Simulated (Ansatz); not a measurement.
Molecular dynamics on a 1×1×1 supercell (4 atoms) of AgLaS2 (ordering on rocksalt), relaxed with r2SCAN. Forces come from r2SCAN in the PAW code Ansatz: constant energy and volume (NVE), velocities drawn at 450 K, steps of 2 fs. Computed, non-magnetic; the trajectory is short and the cell small, so nothing here is a converged average. The structure comes from a prototype and may be hypothetical.

```yaml
crystal:
  lattice:
    - [2.1300357316, 1.229776703, 5.9292429295]
    - [-2.1300357316, 1.229776703, 5.9292429295]
    - [0.0, -2.459553406, 5.9292429295]
  atoms:
    - { symbol: Ag, position: [1.0, 0.0, 0.0] }
    - { symbol: La, position: [0.5, 0.5, 0.5] }
    - { symbol: S, position: [0.2517964129, 0.2517964129, 0.2517964129] }
    - { symbol: S, position: [0.7482035871, 0.7482035871, 0.7482035871] }
kpoints:
  mp_grid: { grid: [4, 4, 4] }
hamiltonian:
  xc: r2scan
scf:
  occupations: { method: fermi_dirac, width: 0.039 }
md:
  ensemble: nve
  temperature: 450
  timestep: 2.0
  n_steps: 30
  initial_velocities: maxwell_boltzmann
  seed: 1250
```

Command: `ansatz run input.yaml --threads 4 --pin off --max-ram 3686MiB --backend cpu --events-out ev --progress --plain --runs-dir out`. It took 4.1 min on 4 threads of Intel(R) Xeon(R) Processor @ 2.50GHz (Skylake/Cascade Lake) (shared host), load about 0.9 per core; peak host memory 0.69 GiB.

Q: How do temperature and energy develop?

A: The temperature starts at 450 K, is lowest at step 19 (66 K, 38 fs) and ends at 246 K. The atoms start on their lattice sites with kinetic energy alone, so much of it first passes into potential energy. The conserved energy stays within 0.05 meV an atom. By the last step the atoms have moved 0.09 Å in the root mean square, the drift of the whole cell taken out, 0.11 Å at most.
```
step  t (fs)  T (K)  free energy F from step 0 (meV/atom)  kinetic energy (meV/atom)  largest force (eV/Å)
   0       0    450                                   0.0                       43.6                  0.01
   1       2    448                                   0.2                       43.4                  0.08
   2       4    441                                   0.8                       42.8                  0.15
   3       6    431                                   1.8                       41.8                  0.23
   4       8    417                                   3.2                       40.4                  0.30
   5      10    398                                   5.0                       38.6                  0.38
   6      12    376                                   7.1                       36.5                  0.46
   7      14    351                                   9.6                       34.1                  0.54
   8      16    323                                  12.3                       31.4                  0.63
   9      18    294                                  15.2                       28.5                  0.71
  10      20    262                                  18.2                       25.4                  0.79
  11      22    231                                  21.3                       22.4                  0.87
  12      24    199                                  24.3                       19.3                  0.95
  13      26    169                                  27.2                       16.4                  1.02
  14      28    142                                  29.9                       13.8                  1.08
  15      30    118                                  32.3                       11.4                  1.14
  16      32     97                                  34.3                        9.4                  1.18
  17      34     82                                  35.8                        7.9                  1.22
  18      36     71                                  36.8                        6.9                  1.24
  19      38     66                                  37.3                        6.4                  1.26
  20      40     66                                  37.3                        6.4                  1.26
  21      42     71                                  36.7                        6.9                  1.25
  22      44     82                                  35.7                        7.9                  1.23
  23      46     96                                  34.4                        9.3                  1.20
  24      48    114                                  32.6                       11.0                  1.16
  25      50    134                                  30.6                       13.0                  1.11
  26      52    156                                  28.5                       15.2                  1.05
  27      54    179                                  26.2                       17.4                  1.00
  28      56    202                                  24.0                       19.6                  0.93
  29      58    225                                  21.8                       21.8                  0.87
  30      60    246                                  19.8                       23.8                  0.81
```

Positions (Å) and forces (eV/Å) at step 30:
```
Ag   2.097   1.205   5.854     0.002   0.018   0.145
La   0.047   0.038   8.958    -0.437  -0.362  -0.574
S   -0.083   0.017   4.482     0.455  -0.013   0.186
S   -0.009  -0.095  13.280    -0.021   0.357   0.243
```
